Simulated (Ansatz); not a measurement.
Na3BrO:
```
Na3BrO
1.0
    4.53526     0.00000     0.00000
    0.00000     4.53526     0.00000
    0.00000     0.00000     4.53526
Na Br O
3 1 1
Cartesian
  0.00000   2.26763   2.26763
  2.26763   0.00000   2.26763
  2.26763   2.26763   0.00000
  0.00000   0.00000   0.00000
  2.26763   2.26763   2.26763
```

Relaxed with r²SCAN. Special points in fractions of this cell's reciprocal vectors: Γ (0.000, 0.000, 0.000); X (0.000, 0.500, 0.000); M (0.500, 0.500, 0.000); R (0.500, 0.500, 0.500).

### Question
List the band energies nearest the valence-band maximum at these points for DFT-r²SCAN in the program Ansatz with PAW potentials.

### Answer
In eV from the valence-band maximum; about four levels below and three above (degenerate sets whole), none deeper than 8.9 eV; points with the same levels are listed once.

| k | below | above |
|---|---|---|
| Γ | -2.96 -2.96 -2.96 0.00 0.00 0.00 | 2.61 5.40 5.40 |
| X | -2.85 -2.85 -0.72 -0.16 -0.16 | 4.81 6.00 6.58 |
| M | -2.79 -0.27 -0.27 -0.12 | 5.10 5.22 7.89 7.89 |
| R | -3.46 -3.46 -3.46 -0.66 -0.66 -0.66 | 6.62 6.62 6.62 |

Space group Pm-3m (anti-perovskite). The workflow started from a Materials Project entry (that database holds measured and hypothetical structures alike); the Crystallography Open Database copy checked does not list it. Whether it is the stable phase at ambient conditions was not checked. The r²SCAN relaxation kept the symmetry of its start; its stability against distortions is not shown here. Scalar-relativistic: spin–orbit coupling is off unless named, which matters more the heavier the elements.

Potentials: the later of the program's two PAW sets.
